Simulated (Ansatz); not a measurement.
BAs built on the zincblende prototype, relaxed with r2SCAN: 5 runs in the plane-wave code Ansatz, each a construction of maximally localised Wannier functions. It is cubic, F-43m (No. 216); conventional cell a = 4.784 Å, 13.68 Å³ an atom. B is surrounded by 4 As at 2.07 Å; As is surrounded by 4 B at 2.07 Å. Calculated for a static, non-magnetic cell.

```
CELL_PARAMETERS angstrom
0.00000 2.39187 2.39187
2.39187 0.00000 2.39187
2.39187 2.39187 0.00000
ATOMIC_POSITIONS crystal
B 0.00000 0.00000 0.00000
As 0.25000 0.25000 0.25000
```

Windows count from the top of the filled bands; a dash means that no such window was set (without an outer window there is no disentanglement).

| functional | SCF mesh | trial orbitals | functions | mesh | window (eV) | frozen (eV) | Ω total (Å²) | Ω invariant (Å²) | largest spread (Å²) | least projectability | interpolation miss of the model's filled bands (eV, to the nearest computed level) |
| --- | --- | --- | --- | --- | --- | --- | --- | --- | --- | --- | --- |
| PBE | 8×8×8 | As s, As p | 4 | 6×6×6 | – | – | 5.85 | 5.36 | 1.46 | 0.51 | 0.128 |
| PBE | 8×8×8 | As s, As p | 4 | 8×8×8 | – | – | 6.21 | 5.75 | 1.55 | 0.51 | 0.046 |
| r2SCAN | 8×8×8 | As s, As p | 4 | 6×6×6 | – | – | 5.77 | 5.29 | 1.44 | 0.53 | 0.136 |
| HSE06 | 6×6×6 | As s, As p | 4 | 6×6×6 | – | – | 5.67 | 5.20 | 1.42 | 0.53 | – |

Task: Estimate from these rows what the further settings give.
```json
{"functional": "PBE", "SCF mesh": "8×8×8", "trial orbitals": "As s, As p", "functions": "4", "mesh": "4×4×4", "window (eV)": "–", "frozen (eV)": "–"}
```

Result:
```tsv
functional	SCF mesh	trial orbitals	functions	mesh	window (eV)	frozen (eV)	Ω total (Å²)	Ω invariant (Å²)	largest spread (Å²)	least projectability	interpolation miss of the model's filled bands (eV, to the nearest computed level)
PBE	8×8×8	As s, As p	4	4×4×4	–	–	5.07	4.57	1.27	0.51	0.401
```

For As s, As p with PBE the spread goes 5.07 Å² (4×4×4), 5.85 Å² (6×6×6), 6.21 Å² (8×8×8): finite differences on a coarse mesh understate it.

The runs are scalar-relativistic, without spin-orbit coupling.
